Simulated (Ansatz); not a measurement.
Ge₂Sb₂Te₅:
```
CELL_PARAMETERS angstrom
      4.24746     0.00000     0.00000
     -2.12373     3.67841     0.00000
      0.00000     0.00000    17.34563
ATOMIC_POSITIONS crystal
  Te 0.00000 0.00000 0.00000
  Ge 0.66667 0.33333 0.09872
  Ge 0.33333 0.66667 0.90128
  Te 0.33333 0.66667 0.19495
  Te 0.66667 0.33333 0.80505
  Sb 0.00000 0.00000 0.31150
  Sb 0.00000 0.00000 0.68850
  Te 0.66667 0.33333 0.40967
  Te 0.33333 0.66667 0.59033
```

Relaxed with r²SCAN+D4.

Question: Map the valence electron density (e/Å³), cut off at 1 on the plane through (0.000, 0.000, 0.000) spanned by u = [0, 0, 1] and v = [1, -1, 0] in lattice vectors, from r²SCAN+D4 in the plane-wave PAW code Ansatz.

Answer: x is the fraction of u, y of v (the angle between them is 90°; rows are the nearest grid lines); atoms in the plane: Te at (0.00, 0.00), Ge at (0.10, 0.67), Ge at (0.90, 0.33), Te at (0.19, 0.33), Te at (0.81, 0.67), Sb at (0.31, 0.00), Sb at (0.69, 0.00), Te at (0.41, 0.67), Te at (0.59, 0.33).
```
y \ x   0.000  0.100  0.175  0.275  0.375  0.450  0.550  0.625  0.725  0.825  0.900   1.00
------  -----  -----  -----  -----  -----  -----  -----  -----  -----  -----  -----  -----
1.00     1.00  0.079  0.027   1.00  0.334  0.020  0.020  0.334   1.00  0.027  0.079   1.00
0.919    1.00  0.081  0.038  0.826  0.268  0.038  0.026  0.232  0.844  0.054  0.071   1.00
0.838   0.356  0.180  0.066  0.174  0.332  0.164  0.031  0.104  0.242  0.251  0.064  0.356
0.757   0.091   1.00  0.108  0.047  0.798  0.647  0.026  0.042  0.177   1.00  0.080  0.091
0.703   0.058   1.00  0.130  0.030   1.00   1.00  0.022  0.026  0.202   1.00  0.093  0.058
0.622   0.057   1.00  0.133  0.030   1.00   1.00  0.024  0.029  0.195   1.00  0.093  0.057
0.541   0.061  0.441  0.195  0.053  0.437  0.369  0.079  0.105  0.115  0.629  0.119  0.061
0.459   0.061  0.119  0.629  0.115  0.105  0.079  0.369  0.437  0.053  0.195  0.441  0.061
0.378   0.057  0.093   1.00  0.195  0.029  0.024   1.00   1.00  0.030  0.133   1.00  0.057
0.297   0.058  0.093   1.00  0.202  0.026  0.022   1.00   1.00  0.030  0.130   1.00  0.058
0.243   0.091  0.080   1.00  0.177  0.042  0.026  0.647  0.798  0.047  0.108   1.00  0.091
0.162   0.356  0.064  0.251  0.242  0.104  0.031  0.164  0.332  0.174  0.066  0.180  0.356
0.0811   1.00  0.071  0.054  0.844  0.232  0.026  0.038  0.268  0.826  0.038  0.081   1.00
0.000    1.00  0.079  0.027   1.00  0.334  0.020  0.020  0.334   1.00  0.027  0.079   1.00
```

The density is the valence pseudo-density with augmentation charge, so density and ELF within about 1 Å of a nucleus are not all-electron values.

Space group P-3m1. Symmetry was held in the r²SCAN+D4 relaxation. Scalar-relativistic: spin–orbit coupling is off unless named, which matters more the heavier the elements.

Potentials: the later of the program's two PAW sets.
